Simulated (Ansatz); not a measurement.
GaNi₃C:
```xyz
5
Lattice="3.7835 0.0000 0.0000 0.0000 3.7835 0.0000 0.0000 0.0000 3.7835" Properties=species:S:1:pos:R:3 pbc="T T T"
Ga     0.0000     0.0000     0.0000
C      1.8918     1.8918     1.8918
Ni     0.0000     1.8918     1.8918
Ni     1.8918     1.8918     0.0000
Ni     1.8918     0.0000     1.8918
```

Relaxed with PBE. Special points in fractions of this cell's reciprocal vectors: Γ (0.000, 0.000, 0.000); X (0.000, 0.500, 0.000); M (0.500, 0.500, 0.000); R (0.500, 0.500, 0.500).

Question: List the band energies nearest the Fermi level at these points for DFT-PBE in the program Ansatz with PAW potentials.

Answer: In eV from the Fermi level; about four levels below and three above (degenerate sets whole), none deeper than 8.9 eV; points with the same levels are listed once.

| k | below | above |
|---|---|---|
| Γ | -0.91 -0.91 -0.91 -0.66 | 1.64 2.95 2.95 2.95 |
| X | -1.22 -0.91 -0.01 -0.01 | 1.65 2.63 3.67 3.67 |
| M | -1.26 -0.99 -0.41 -0.41 | 1.13 4.54 4.54 |
| R | -1.28 -1.28 -0.86 -0.86 -0.86 | 0.72 1.11 1.11 1.11 |

Space group Pm-3m (anti-perovskite). The cell is a constructed one: a structure type filled with these elements; the Crystallography Open Database copy checked does not list it. Whether it is the stable phase at ambient conditions was not checked. The PBE relaxation kept the symmetry of its start; whether a distortion lowers the energy is not shown. The workflow began spin-polarised and lost its moments. Spin–orbit coupling is left out wherever it is not named.

Potentials: the later of the program's two PAW sets.
